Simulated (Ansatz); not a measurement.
# How the vibrations of MnRh change with volume

Computed with DFT LDA, scalar-relativistic, plane waves, PAW in Ansatz. Cutoff 420 eV, 14×14×14 k-points (Γ-centred), Gaussian smearing of 0.20 eV. Collinear spin, site moments 3.2, 0.6 μB. Phonons by linear response, acoustic sum rule imposed.

Relaxed structure:
Space group Pm-3m (No. 221). a = 2.954 Å, b = 2.954 Å, c = 2.954 Å, α = 90.00°, β = 90.00°, γ = 90.00°
```json
{"atom": "Mn", "site": "1a", "symmetry": "m-3m", "x": "0.0000", "y": "0.0000", "z": "0.0000"}
{"atom": "Rh", "site": "1b", "symmetry": "m-3m", "x": "0.5000", "y": "0.5000", "z": "0.5000"}
```

In a metal, frequencies depend on the k mesh and the smearing, soft modes most.

Cells at 0.98 and 1.02 times the equilibrium volume were relaxed in shape and atoms; γ = −d ln ν / d ln V, modes matched by rank.

Question: Give the optical frequencies at Γ (cm⁻¹) at the three volumes and the mode Grüneisen parameters.

Answer:
| 0.98 V | V | 1.02 V | γ | degeneracy |
| --- | --- | --- | --- | --- |
| 248 | 238 | 228 | 2.12 | 3 |

Question: What pressures hold the two strained cells, and what bulk modulus follows?

Answer: 4.79 GPa at 0.98 V and -4.28 GPa at 1.02 V, so B = −dP/d ln V ≈ 227 GPa.